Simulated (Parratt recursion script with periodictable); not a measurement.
How much of the 13.5 nm reflection of a Si/Mo multilayer on Si survives under a film?

| layer, from the top | thickness (Å) | density (g/cm³) | rms roughness of its top face (Å) | δ at 13.5 nm | β at 13.5 nm |
|---|---|---|---|---|---|
| Si (in each period) | 38.3 | 2.313 | 0 | 9.927 × 10⁻⁴ | 0.001813 |
| Mo (in each period) | 31.4 | 10.026 | 0 | 0.07476 | 0.006314 |
| Si (substrate) | – | 2.313 | 0 | 9.927 × 10⁻⁴ | 0.001813 |

The refractive index is n = 1 − δ + iβ; the runs take δ and β at each wavelength of the scan. Vacuum lies above.

Densities are inputs, not measurements. They were set from computed cells of the Materials Project: Si from entry mp-149 (Fd-3m, 2.313 g/cm³); Mo from entry mp-129 (Im-3m, 10.026 g/cm³); Si3N4 from entry mp-988 (P6₃/m, 3.202 g/cm³). A layer's crystal structure does not enter its constants, only its composition and density.

Calculation: EUV and soft X-ray reflectivity, Parratt recursion, Névot-Croce roughness, Henke tables; Parratt recursion script with periodictable 1.7.1.

Light falls at α = 5° from the surface normal. It is p-polarised. The wavelength is scanned from 12.42 to 14.58 nm in 161 evenly spaced points, without smoothing. R at 13.5 nm is the value at the middle scan point.

The pair is repeated 40 times. A second run adds one film on top, with a smooth surface.

| film | thickness d (Å) | density (g/cm³) | δ at 13.5 nm | β at 13.5 nm | R at 13.5 nm (%) |
|---|---|---|---|---|---|
| none | – | – | – | – | 72.0 |
| Si3N4 | 300 | 3.202 | 0.02501 | 0.008674 | ? |

### Question
Estimate R at 13.5 nm under 300 Å of Si3N4.

### Answer
Light crosses the film twice, so the mirror's amplitude R₀^½ falls to a = R₀^½ exp[−4πβ(1 − δ)d/(λc)], with λ = 135 Å and c = [(1 − δ)² − sin²α]^½ (sin²α = 0.0076). The film surface reflects an amplitude of about f = |(1 − n)/(1 + n)|, the value for a smooth face at normal incidence, whose phase against a this estimate leaves open. Reflection at the film's lower face is left out.

For Si3N4: c = 0.9711, exponent 4πβ(1 − δ)d/(λc) = 0.243, a = 0.665, a² = 44.2 %; f = 0.013. With f in or out of phase, (a ± f)² spans 42.5 to 46.0 %.

The run gave 45.9 %, 1.04 times a² and inside that span.
